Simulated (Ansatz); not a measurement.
GePd5:
```
GePd5
1.0
    2.76837     3.86146     0.00000
   -2.76837     3.86146     0.00000
   -1.18983     0.00000     8.38645
Ge Pd
2 10
Direct
  0.22697   0.77303   0.70733
  0.77303   0.22697   0.29267
  0.18756   0.18756   0.50000
  0.81244   0.81244   0.50000
  0.72386   0.79333   0.82629
  0.27614   0.20667   0.17371
  0.79333   0.72386   0.17371
  0.20667   0.27614   0.82629
  0.65534   0.34466   0.64728
  0.34466   0.65534   0.35272
  0.74463   0.25537   0.99402
  0.25537   0.74463   0.00598
```

Relaxed with r²SCAN.

### Question
Give the Bader charges and basin volumes of the independent atoms, DFT-r²SCAN in the program Ansatz with PAW potentials.

### Answer


| atom | Bader charge (e) | Bader volume (Å³) |
|---|---|---|
| Ge1 | +0.61 | 12.3 |
| Pd3 | -0.16 | 15.9 |
| Pd5 | -0.11 | 15.3 |
| Pd9 | -0.12 | 15.8 |
| Pd11 | -0.10 | 15.2 |

Space group C2/m. The workflow started from a Materials Project entry (that database holds measured and hypothetical structures alike); the Crystallography Open Database copy checked does not list it. Its standing as an ambient phase is unchecked. The cell was relaxed with r²SCAN under the symmetry of its start; whether a distortion lowers the energy is not shown. The run is not spin-polarised.

Potentials: the later of the program's two PAW sets.
